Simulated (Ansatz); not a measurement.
Starting cell, PbSe (rock salt):

```xyz
4
Lattice="0.0000 6.2177 6.2177 3.1088 0.0000 3.1088 3.1088 3.1088 0.0000" Properties=species:S:1:pos:R:3 pbc="T T T"
Se     0.0000     0.0000     0.0000
Se     3.1088     3.1088     6.2177
Pb     3.1088     3.1088     3.1088
Pb     3.1088     6.2177     6.2177
```

The atoms are displaced by Q × the pattern below (from a DFPT mode at L = (0.5, 0.0, 0.0), largest move 1; Q in Å), at fixed cell. (q is in reciprocal vectors of the primitive cell; the cell shown is doubled to hold the pattern.)

```tsv
atom	x	y	z
Se1	-0.577	0.577	0.577
Se2	0.577	-0.577	-0.577
```

Atoms not listed stay in place.

Calculation: PBE (plane waves to 420 eV, PAW, scalar-relativistic; Ansatz, a program for electronic structure). k mesh 9×9×9 (Γ-centred), Fermi-Dirac smearing 0.05 eV. E stands for the smeared free energy. PbSe was relaxed with its symmetry unable to fall. Spin-orbit coupling is left out, though Pb is heavy. The PAW data are Ansatz's earlier set. ΔE is measured from the undisplaced structure.

```
Q (Å)   ΔE (meV/cell)
------  -------------
-0.180          176.7
-0.150          122.9
-0.120           78.8
-0.090       withheld
-0.060           19.7
-0.030            4.9
0.000             0.0
0.030             4.9
0.060            19.7
0.090        withheld
0.120            78.8
0.150           122.9
0.180           176.7
```

Task: Fit an even polynomial form (powers 2, 4) to the given rows and predict ΔE at Q = 0.090.

Result: Least squares on the 11 given rows: ΔE = (5484)·Q² + (-926.6)·Q⁴, in meV/cell with Q in Å; root-mean-square residual 0.02 meV/cell. At 0.090 the fit gives 44.4 meV/cell; the calculation gives 44.3 meV/cell, so the interpolation is off by 0.1 (+0.2 %). The quadratic term alone would give 44.4 meV/cell.

(A displaced cell: forces are minus the slopes of the energy, force constants its curvatures, and phonons follow from these.)
